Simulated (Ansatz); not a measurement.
ZrTa:
Space group Cmcm (No. 63); a = 2.953 Å, b = 11.438 Å, c = 4.893 Å, α = 90.00°, β = 90.00°, γ = 90.00°

```tsv
atom	site	symmetry	x	y	z
Zr	4c	m2m	0.0000	0.3214	0.2500
Ta	4c	m2m	0.0000	0.0648	0.2500
```
(The calculation used a cell of 4 atoms; values per cell refer to that cell.)

Relaxed at zero pressure with r²SCAN in the plane-wave PAW code Ansatz.

### Question
The volume is lowered by 6 % and shape and atoms relax at that volume. What pressure results, and how do the axes share the change?

### Answer
9.2 GPa; a -2.4 %, b -2.3 %, c -1.5 %; the energy rises by 34 meV/atom.

### Question
Give the new structure.

### Answer

Space group Cmcm (No. 63); a = 2.883 Å, b = 11.180 Å, c = 4.821 Å, α = β = γ = 90.00°

```csv
atom,site,symmetry,x,y,z
Zr,4c,m2m,0.0000,0.3206,0.2500
Ta,4c,m2m,0.0000,0.0647,0.2500
```

The phase is kept; no other phase was compared at this pressure.

The start of the workflow was typed in or built on a structure type; neither database checked (COD, Materials Project) lists it. Whether it is the stable phase at ambient conditions was not checked. The r²SCAN relaxation kept the symmetry of its start; whether a distortion lowers the energy is not shown. The run is not spin-polarised. Its formation energy is positive at this level, so the cell may be metastable or incomplete. Axis ratios of metals converge slowly with the k-mesh, so a and c are less sure than the volume. Scalar-relativistic: spin–orbit coupling is off unless named, which matters more the heavier the elements.

Potentials: the earlier of the program's two PAW sets.
